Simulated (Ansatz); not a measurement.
# Run on Gd (P63/mmc) — start Gd1↑ Gd2↓ Gd3↑ Gd4↓; collinear moments without spin–orbit coupling

Theory: Ansatz, DFT, LDA, PAW with Ansatz's default frozen-core files, scalar-relativistic.

Command: `ansatz run input.yaml --threads 2 --pin off --max-ram 6144MiB --backend cpu --events-out ev --progress --plain --runs-dir out`

```yaml
crystal:
  lattice:
    - [3.636, 0.0, 0.0]
    - [1.818, 3.1488683682, 0.0]
    - [0.0, 0.0, 11.5652]
  atoms:
    - { symbol: Gd, position: [0.6666666666, 0.6666666667, 0.125], spin: 7.0 }
    - { symbol: Gd, position: [0.6666666666, 0.6666666667, 0.625], spin: -7.0 }
    - { symbol: Gd, position: [0.3333333334, 0.3333333333, 0.375], spin: 7.0 }
    - { symbol: Gd, position: [0.3333333334, 0.3333333333, 0.875], spin: -7.0 }
magnetization:
  spin_polarized: true
kpoints:
  mp_grid: { grid: [10, 10, 3] }
scf:
  occupations: { method: fermi_dirac, width: 0.1 }
  lower_state_search: "off"
hamiltonian:
  xc: lda
  pseudopotentials: { kind: paw }
output:
  forces: true
  stress: true
  eigenvalues: true
  write_density: true
  write_potential: true
  elf: true
  volumetric_format: npy
```

The program prints:

```
Engine: ansatz 0.2.0
Pseudopotentials: kind: paw
Pseudopotential: Gd, paw, valence charge 18, recommended cutoff 420 eV (normal), Gd.paw.azcp
Functional definition: SPW92
  exchange = slater_x
  correlation = pw_c
Crystal: 4 atoms, lattice volume = 132.413 Å³
Basis set: ecut = 420 eV, 2547 PW (Γ)
Bands: 60, of which v1, the nominal top of the filled ones, is band 36 counted from 1 (35 counted from 0)
Symmetry: 12 space group operations
Space group: P-3m1 (ITA 164), of the structure as read, at distance tolerance 5.1e-5 Å
Magnetic group: BNS 164.90 (UNI 1320), of the structure as read, at distance tolerance 5.1e-5 Å
k-points: 36 of 300
Non-local potential: Gd, projectors of the file, l = 0: 3, l = 1: 2, l = 2: 2, l = 3: 3
PAW form: soft (Blöchl's): semilocal exchange-correlation on the pseudo side does not see the compensation charge
PAW frozen core: Gd, regenerated for the run's functional, and the local potential with it (the file was generated under x = pbe(κ = 0.804, μ = 0.2195149727645171), c = pbe(β = 0.06672455060314922))
PAW one-centre angular grid: Gd, 590 points (default); XC on 64 Gauss nodes
Initial density: superposition of atomic densities (chi_scale 0.1, normalization cell)
Starting moments: Σ|m| = 28 μB on 4 of 4 sites
Starting magnetic order: antiferromagnet; a translation exchanges its spin sublattices: spin-degenerate at every k-point
Initial wavefunctions: pseudopotential atomic-orbital guess
Functional: x = slater, c = lda
SCF iter   1: F=—  HF=-36498.362519 eV  |F-HF|=—  |Δ(HF+E_count)|=         —  Δρ=2.62e-1 (↑2.62e-1 ↓2.62e-1)  dr2=3.99e0  dr2_m=8.26e1  M=0.000 μB ∫|m|=31.234 μB  β_m=1.00  ethr=3.10e-3  ⟨swp⟩=5.9  Hψ=7504  notcnv=0
preconditioner: auto → Kerker (q_TF=auto, 2.465 Å⁻¹)  [metal: Δε(μ)=0.020 eV  Ē_g=10.305 eV  σ=0.100 eV  W_gap=0.05  n_scr=38 (ndim 8)  ℏωp=25.8 eV  f_vac=0.000  D(μ)=7.39/eV (n_scr^D=64)]
spin=Collinear: Kerker preconditioning applied to the charge; magnetization (m = ρ↑ − ρ↓) channel mixes plain (no charge-response kernel on spin).
[...]
SCF iter  16: F=—  HF=-36507.261741 eV  |F-HF|=—  |Δ(HF+E_count)|=   8.02e-5  Δρ=2.43e-5 (↑2.43e-5 ↓2.43e-5)  dr2=2.73e-6  dr2_m=2.87e-7  M=0.000 μB ∫|m|=29.495 μB  β_m=0.83  ethr=6.75e-7  ⟨swp⟩=1.0  Hψ=2160  notcnv=0
SCF iter  17: F=—  HF=-36507.261746 eV  |F-HF|=—  |Δ(HF+E_count)|=   4.38e-6  Δρ=3.54e-5 (↑3.54e-5 ↓3.54e-5)  dr2=2.31e-6  dr2_m=8.63e-7  M=0.000 μB ∫|m|=29.491 μB  β_m=0.83  ethr=3.79e-9  ⟨swp⟩=2.2  Hψ=3792  notcnv=0
SCF iter  18: F=—  HF=-36507.261746 eV  |F-HF|=—  |Δ(HF+E_count)|=   1.09e-7  Δρ=7.26e-6 (↑7.26e-6 ↓7.26e-6)  dr2=1.09e-7  dr2_m=3.39e-8  M=0.000 μB ∫|m|=29.491 μB  β_m=0.92  ethr=3.21e-9  ⟨swp⟩=1.0  Hψ=2160  notcnv=0
SCF iter  19: F=-36507.261746 eV  HF=-36507.261746 eV  |F-HF|=1.21e-9  |Δ(HF+E_count)|=   2.32e-9  Δρ=9.46e-7 (↑9.46e-7 ↓9.46e-7)  dr2=1.04e-9  dr2_m=9.69e-10  M=0.000 μB ∫|m|=29.491 μB  ethr=1.39e-10  ⟨swp⟩=10.1  Hψ=15035  notcnv=0
SCF 1 converged in 19 iterations: F = -36507.261746 eV  dr2 = 1.04e-9
  greatest PAW one-centre occupation: 0.998 electrons in one spin orbital (limit 2), on the Gd atom at site 3 (counted from 0), in its partial waves of l = 0
SCF converged after 19 iterations
Magnetization: 0.0000 μB (36.0000 up, 36.0000 down)
Absolute magnetization: 29.4913 μB (∫|ρ↑−ρ↓|)
Spin contamination: 14.1829 ħ² per cell (⟨S²⟩ above its minimum at these occupations)
Per-site moments (μB) at R_I (Å): [(7.177487832641031, 1.4738693513202028), (-7.1774878326410345, 1.4738693513202028), (7.177487832641034, 1.4738693513202028), (-7.177487832641033, 1.4738693513202028)]
Free energy (F): -36507.261746 eV
Harris-Foulkes:  -36507.261746 eV  (|F-HF|=1.21e-9)
Internal energy: -36506.915321 eV  (E = F + TS)
E sigma→0 (E₀):  -36507.088533 eV
Entropy (-TS):   -0.346425 eV (-86.606 meV/atom)
Fermi energy:    11.931964 eV
--- Per-component energies (eV) ---
  E_band       = -134.806278
  E_kinetic    = 1603.497322
  E_local      = -8536.672453  (includes V_loc(G=0)·N_el)
  E_nonlocal   = 1201.263648
  E_hartree    = 3522.999777
  E_xc         = -918.541486
  E_vxc        = -1001.332398  (∫ρ·V_xc dr)
  E_paw        = -24992.319680  (= ΣΔE_a)
  E_vpaw       = -447.561561  (= ΣTr[D̂ρ^β])
  E_aug_tail   = 0.000000  (compensation charges beyond the density's cutoff)
  E_ewald      = -8392.258580
  E_core_change = 5.116133  (= ΣΔE_core)
  E_smearing   = -0.346425  (= −TS)
  E_closure    = 0.000000  (closes the sum)
  Σ components = -36507.261746   (vs F -36507.261746, Δ=0.00e0)
--- Forces (eV/Å), atoms counted from 1 ---
  atom   1  Gd     0.00000000    -0.00000000     0.00971945
  atom   2  Gd     0.00000000    -0.00000000     0.00971945
  atom   3  Gd     0.00000000     0.00000000    -0.00971945
  atom   4  Gd    -0.00000000     0.00000000    -0.00971945
  max |Σ_I F_I| component: 5.49e-18 eV/Å
--- Stress (GPa, compression-positive) ---
       -3.508796       0.000000      -0.000000
        0.000000      -3.508796      -0.000000
       -0.000000       0.000000      -3.826728
  P = ⅓ Tr σ = -3.6148 GPa (-36.148 kbar)
--- Band table (eV; the first three rows and the last of 72) ---
  k-point 0 ↑: bands = ["-33.0226", "-32.9869", "-30.0624", "-30.0177", "-10.7177", "-10.3403", "-10.2485", "-10.2485", "-10.1936", "-10.1936", "-8.5057", "-8.0464", "-7.9446", "-7.9446", "-7.8799", "-7.8799", "7.2509", "7.5051", "7.5155", "7.5597", "7.5643", "7.5643", "7.5647", "7.5647", "7.5971", "7.6169", "7.6169", "7.6366", "7.6366", "7.6577", "7.6605", "8.7784", "8.9027", "10.0038", "12.2338" …
  k-point 1 ↑: bands = ["-33.0226", "-32.9869", "-30.0624", "-30.0177", "-10.7162", "-10.3428", "-10.2485", "-10.2485", "-10.1936", "-10.1936", "-8.5012", "-8.0500", "-7.9446", "-7.9446", "-7.8799", "-7.8799", "7.4107", "7.5050", "7.5185", "7.5599", "7.5643", "7.5643", "7.5646", "7.5646", "7.5970", "7.6169", "7.6169", "7.6367", "7.6367", "7.6577", "7.6605", "8.1350", "9.4433", "9.9986", "12.2367", …
  k-point 2 ↑: bands = ["-33.0182", "-32.9840", "-30.0569", "-30.0141", "-10.7039", "-10.3628", "-10.2766", "-10.2625", "-10.2427", "-10.2029", "-8.4910", "-8.0726", "-7.9812", "-7.9615", "-7.9381", "-7.8907", "7.4760", "7.5123", "7.5362", "7.5573", "7.5622", "7.5662", "7.5675", "7.5690", "7.6010", "7.6119", "7.6161", "7.6297", "7.6346", "7.6474", "7.6500", "8.9969", "9.1166", "10.2271", "12.1867" …
  k-point 35 ↓: bands = ["-32.9650", "-32.9605", "-29.9901", "-29.9845", "-10.6767", "-10.6544", "-10.5864", "-10.4901", "-10.3913", "-10.3560", "-8.4626", "-8.4286", "-8.3555", "-8.2391", "-8.1211", "-8.0836", "7.5321", "7.5355", "7.5471", "7.5658", "7.5682", "7.5739", "7.5823", "7.5926", "7.5941", "7.6153", "7.6295", "7.6303", "7.6386", "7.6437", "10.9165", "11.0868", "11.1316", "11.3511", "11.5 …
```

The log's space group differs from the title's, since the program also counts the typed moments and uses a tighter tolerance.

Site moments (μB): Gd1 7.18, Gd2 -7.18, Gd3 7.18, Gd4 -7.18. Cell moment 0.00 μB.

The magnetic group in the log treats spin as a scalar label, without spin–orbit coupling.

The PAW files were made with PBE; the program remakes their cores once for the run's functional and then keeps them frozen. Without U a semilocal functional puts the f levels too near the Fermi level, which can change moments and the order of magnetic states; site and cell moments are spin moments. The Ansatz runs typed with the search for lower states off end where their start leads. With open f shells a run can end in a state that isn't the lowest. None of this fixes the real material's magnetic order: only patterns that fit the cell were computed, at zero temperature, with a functional that can overstate moments.

It took 22 s on 2 threads of Arm Neoverse V1, on a shared host, peak memory 0.64 GiB.
